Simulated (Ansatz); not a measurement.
Given:

SiC:
```cif
data_C4Si4
_chemical_formula_sum 'Si4 C4'
_space_group_name_H-M_alt 'P63mc'
_space_group_IT_number 186
_space_group_name_Hall 'P 6c -2c'
_cell_length_a 3.07810
_cell_length_b 3.07810
_cell_length_c 10.07620
_cell_angle_alpha 90.000
_cell_angle_beta 90.000
_cell_angle_gamma 120.000
loop_
_atom_site_label
_atom_site_type_symbol
_atom_site_symmetry_multiplicity
_atom_site_Wyckoff_symbol
_atom_site_fract_x
_atom_site_fract_y
_atom_site_fract_z
_atom_site_occupancy
Si1 Si 2 b 0.33333 0.66667 0.43783 1
Si2 Si 2 a 0.00000 0.00000 0.18791 1
C1 C 2 b 0.33333 0.66667 0.24980 1
C2 C 2 a 0.00000 0.00000 0.00045 1
```

This is the PBEsol-relaxed structure.

Question: All from PBEsol (plane waves, PAW; program Ansatz), unless another level is named. Estimate the electronic dielectric constant ε∞ (DFPT).

Answer: 7.09 (xx = yy), 7.40 (zz).

Question: Predict the Born charges (a third of the trace).

Answer: Si +2.68 to +2.78, C -2.73 e.

Question: Next, the largest static χ(2) component?

Answer: 23 pm/V.

Space group P6_3mc (4H polytype). The cell was relaxed with PBEsol under the symmetry of its start.

Potentials: the earlier of the program's two PAW sets. The files were generated under PBE; for other functionals the program regenerates the frozen cores, and for LDA and PBEsol the local potential too.
